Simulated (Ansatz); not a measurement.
Relaxed-ion elastic tensor of AlBRu₃ (cubic perovskite, Pm-3m) in GPa (Voigt order), PBEsol in the plane-wave PAW code Ansatz; density 8.77 g/cm³, 12.92 Å³ per atom.

```
 492   121   121   0.0   0.0   0.0
 121   492   121   0.0   0.0   0.0
 121   121   492   0.0   0.0   0.0
 0.0   0.0   0.0  77.7   0.0   0.0
 0.0   0.0   0.0   0.0  77.7   0.0
 0.0   0.0   0.0   0.0   0.0  77.7
```

Question: Is the crystal mechanically stable?

Answer: Yes: the smallest eigenvalue of C is 77.7 GPa.

Question: Work out the Voigt, Reuss and Hill averages.

Answer: K_V = 245, K_R = 245, K_H = 245; G_V = 121, G_R = 101, G_H = 111 GPa.

Question: Give Young's modulus, Poisson's ratio, Pugh's ratio and the universal anisotropy index.

Answer: E = 9KG/(3K + G) = 289 GPa; ν = 0.30; K/G = 2.21 (ductile by the Pugh limit of 1.75); A_U = 5G_V/G_R + K_V/K_R − 6 = 0.97.

Question: Estimate the sound speeds and the Debye temperature.

Answer: v_l = √((K + 4G/3)/ρ) = 6700 m/s, v_t = √(G/ρ) = 3560 m/s, mean 3980 m/s; Θ = (h/k)(3n/4πV)^(1/3) v_m = 505 K.

Question: Give the Zener ratio and Young's modulus along [100], [110] and [111].

Answer: A = 2C44/(C11 − C12) = 0.42; 1/E = S11 − 2(S11 − S12 − S44/2)Γ with Γ = 0, 1/4, 1/3 gives 444, 243, 211 GPa.

The start of the workflow was typed in or built on a structure type; neither database checked (COD, Materials Project) lists it. Whether it is the stable phase at ambient conditions was not checked. The PBEsol relaxation kept the symmetry of its start. At this level the phase is dynamically unstable (imaginary phonons). The run is not spin-polarised. The volume moved by -16 % from the start of the relaxation. As this level gives no gap, shear constants depend on the k-mesh and smearing (Fermi–Dirac, 0.1 eV here).

Potentials: the later of the program's two PAW sets.
